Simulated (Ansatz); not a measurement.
A trial cell of HfN was relaxed with PBEsol (plane waves to 420 eV, PAW, scalar-relativistic; Ansatz, a first-principles code).

Before: I4/mmm (No. 139), tI8; a = 3.7139 Å, b = 3.7139 Å, c = 10.3535 Å, α = 90.00°, β = 90.00°, γ = 90.00°.

After relaxation:

Simulated powder pattern, Ag Kα, λ = 0.560885 Å (kinematic, ideal powder, no thermal factors, no anomalous dispersion; the 24 strongest lines at most, above 1 %, up to 2θ = 30°):

| 2θ (°) | I/Imax (%) |
|---|---|
| 8.10 | 59 |
| 10.05 | 100 |
| 12.92 | 80 |
| 14.23 | 42 |
| 16.24 | 15 |
| 16.39 | 44 |
| 19.14 | 37 |
| 20.18 | 16 |
| 21.66 | 26 |
| 21.77 | 21 |
| 22.59 | 23 |
| 24.03 | 31 |
| 24.47 | 3.7 |
| 26.01 | 15 |
| 26.51 | 11 |
| 27.95 | 24 |
| 28.42 | 9.3 |
| 28.69 | 5.4 |
| 29.85 | 7.9 |

### Question
Identify the relaxed structure from its pattern: crystal system, space group and cell.

### Answer
Tetragonal, P4/mmm (No. 123), tP2; a = 3.202 Å, b = 3.202 Å, c = 3.970 Å, α = 90.00°, β = 90.00°, γ = 90.00°. Sites: Hf 1a (0.000, 0.000, 0.000); N 1b (0.000, 0.000, 0.500).

### Question
Index the strongest lines.

### Answer
8.10° (001), 10.05° (100), 12.92° (101), 14.23° (110), 16.39° (111).

No spin polarisation in the result. The relaxed primitive cell holds an odd number of electrons. A magnetic state may lie lower.

The run could not lower the symmetry of its start; a shaken copy of this end point relaxes with PBEsol to Fm-3m (No. 225), 2.66 eV/atom lower.

The relaxed structure here is a generated cell of HfN: the first start was made by a random draw of sites in a space group, and the end was not matched to a known phase here, so it may be hypothetical. Known forms of HfN include space group No. 225.
